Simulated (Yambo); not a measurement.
G0W0@PBEsol for CsLiBr2 (space group P4/nmm, No. 129) in Yambo. Reference settings: 2×2×1 Γ-centred k mesh, bands 3 to 471 and a 8 Ry block in the screening, 471 bands in G with the Bruneval-Gonze terminator, plasmon pole fitted at 27.2 eV. The PBEsol gap M → Γ on this mesh is 4.14 eV; G0W0 gaps are taken between the same points.

The settings were changed. The gap went from 6.34 eV to 6.26 eV, and the shift of the valence edge from -1.53 eV to -1.37 eV.

Task: Name the change that produced these shifts.
A) 159 bands in G
B) 3 Ry block
C) 204 bands in W
D) no random integration

Result: C, 204 bands in W. The others gave (gap, valence shift): 159 bands in G: 6.32, -1.46 eV; 3 Ry block: 6.00, -1.22 eV; no random integration: 6.23, -1.28 eV.

Spin-orbit coupling is not included.

Geometry of the Materials Project entry, not relaxed at this level; primitive cell a = 5.181 Å, b = 5.181 Å, c = 9.930 Å, α = 90.00°, β = 90.00°, γ = 90.00°.

The structure is a Materials Project entry; no match was found in the copy of COD used, and its stability was not checked.

A shift is the quasiparticle energy of the state minus its PBEsol energy.
